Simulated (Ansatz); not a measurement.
## Notes on B2Pd5

```
CELL_PARAMETERS angstrom
6.47886 2.51077 0.00000
6.47886 -2.51077 0.00000
0.67870 0.00000 -5.50380
ATOMIC_POSITIONS crystal
Pd 0.57270 0.42730 0.75000
Pd 0.42730 0.57270 0.25000
Pd 0.78530 0.64010 0.68620
Pd 0.35990 0.21470 0.81380
Pd 0.21470 0.35990 0.31380
Pd 0.64010 0.78530 0.18620
B 0.41700 0.79500 0.92300
B 0.20500 0.58300 0.57700
B 0.58300 0.20500 0.07700
B 0.79500 0.41700 0.42300
Pd 0.19100 0.00060 0.57870
Pd 0.99940 0.80900 0.92130
Pd 0.80900 0.99940 0.42130
Pd 0.00060 0.19100 0.07870
```

Single point in Ansatz 0.2.0 with r2SCAN, no spin polarisation. Cutoff 500 eV, PAW datasets, 5×5×4 Γ-centred k mesh, tetrahedron filling.

(1) Where is the largest force?

(2) Which element gives electrons and which takes them?

(3) Is there a gap?

(4) Is the cell too large or too small?

Origin: a database entry at a rescaled volume. Caveats: empty levels are not fully converged; forces and stress under tetrahedra may miss the slope of the energy.

Results:

(1) The largest is on B7 (and as large on other atoms): 0.82 eV/Å, components (0.68, -0.46, 0.05). It makes 150° with the line to a nearest neighbour, Pd1 at 2.20 Å, pointing away from it.

(2) Bader charges in e: B +0.16, Pd -0.11 to -0.05. In the mean B gives up most and Pd takes most.

(3) It is a metal, with about 4.5 states/eV a cell as the mean within 0.25 eV of the Fermi level, mostly Pd d (54 %) and B p (30 %).

(4) The pressure is -6.4 GPa (compression positive), so with the atoms held at these fractions the cell would first shrink; the forces are large, so a full relaxation may end otherwise. The principal stresses -7.4, -6.7, -5.1 GPa differ, so its shape would change too.
